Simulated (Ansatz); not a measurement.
## Property card for OsC

OsC:
```
CELL_PARAMETERS angstrom
      0.00000     2.15682     2.15682
      2.15682     0.00000     2.15682
      2.15682     2.15682     0.00000
ATOMIC_POSITIONS crystal
  Os 0.00000 0.00000 0.00000
  C  0.50000 0.50000 0.50000
```

Space group Fm-3m (No. 225), rock salt; conventional cell a = b = c = 4.3136 Å, α = β = γ = 90.00°.

Method: DFT-PBEsol in the program Ansatz with PAW potentials. The cell and atoms are relaxed at this level. Other levels are named where they apply.

Cell and energy:

| Quantity | Value |
|---|---|
| Volume per atom | 10.03 Å³ |
| Density | 16.74 g/cm³ |
| Formation energy from the elements (no fitted shifts) | 1.33 eV/atom |

Electronic structure:

| Property | Value |
|---|---|
| Electronic character | metallic (no gap) |
| Density of states at the Fermi level | 0.57 states/eV per atom (mean over ±0.08 eV) |
| Gap with spin–orbit coupling | none (metallic) |

Mechanics:

| Quantity | Result |
|---|---|
| Bulk modulus (Birch–Murnaghan fit) | 382 GPa |
| Pressure derivative B′ | 4.4 |
| Elastic constants (relaxed ions, GPa) | C11 = 594, C12 = 278, C44 = -116 |
| Mechanical stability | unstable (C has a negative eigenvalue) |

Phonons:

| Quantity | Value |
|---|---|
| Zone-centre stability | unstable, softest mode 236i cm⁻¹ |

The start of the workflow was typed in or built on a structure type; neither database checked (COD, Materials Project) lists it. Whether it is the stable phase at ambient conditions was not checked. The cell was relaxed with PBEsol under the symmetry of its start. The run is not spin-polarised. Its formation energy is positive at this level, so the cell may be metastable or incomplete. As this level gives no gap, shear constants depend on the k-mesh and smearing (Fermi–Dirac, 0.1 eV here). As this level gives no gap, phonon frequencies hold no LO–TO term and depend on the k-mesh and smearing (Fermi–Dirac, 0.1 eV here). The references are the lowest solids computed at this level, not always the standard phases. Spin–orbit coupling is left out wherever it is not named.

Potentials: the later of the program's two PAW sets.
